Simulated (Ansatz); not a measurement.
Put Rb2MgGaC6N6 in Fm-3m (No. 225): Rb on 8c; Mg on 4a; Ga on 4b; C on 24e; N on 24e. The cell of Rb2MgGaC6N6 is invented: cyanide-bridged rock-salt net of two metals, 2 guest cations a cell.

All numbers below come from DFT PBE, scalar-relativistic, plane waves, PAW in Ansatz. Cutoff 420 eV, Γ-centred mesh, Gaussian smearing, no spin polarisation.

Energies over the elements count from the elements' standard structures at the same level (N₂ as a molecule), with no fitted energy shifts.

Question: Predict the relaxed structure.

Answer:

Space group Fm-3m (No. 225). a = 10.926 Å, b = 10.926 Å, c = 10.926 Å, α = 90.00°, β = 90.00°, γ = 90.00°
| atom | site | symmetry | x | y | z |
| --- | --- | --- | --- | --- | --- |
| Rb | 8c | -43m | 0.2500 | 0.7500 | 0.7500 |
| Mg | 4a | m-3m | 0.0000 | 0.0000 | 0.0000 |
| Ga | 4b | m-3m | 0.5000 | 0.0000 | 0.0000 |
| C | 24e | 4m.m | 0.2067 | 0.0000 | 0.0000 |
| N | 24e | 4m.m | 0.3147 | 0.0000 | 0.0000 |

Rb is surrounded by 12 C at 3.89 Å and 12 N at 3.93 Å; around Mg lie 6 C at 2.26 Å; Ga has 6 N at 2.02 Å; C is surrounded by 1 N at 1.18 Å, 1 Mg at 2.26 Å, 4 C at 3.19 Å, 1 Ga at 3.20 Å, 4 N at 3.79 Å and 4 Rb at 3.89 Å; around N lie 1 C at 1.18 Å, 1 Ga at 2.02 Å, 4 N at 2.86 Å, 1 Mg at 3.44 Å, 4 C at 3.79 Å and 4 Rb at 3.93 Å. Another local minimum with the same sites may exist.

Question: And its energy and gap?

Answer: The formation energy is +0.10 eV/atom and the gap on the 6×6×6 mesh of the 16-atom cell is 0 eV (a metal). It can't be a ground state, since the elements alone are lower.

The last run used Gaussian smearing of 0.10 eV. An odd number of electrons in the primitive cell allows no gap without spin; a larger cell or a magnetic state could open one. The reference form of C is held partly by dispersion forces, which this level lacks. A structure relaxed within its symmetry needn't be a true minimum.
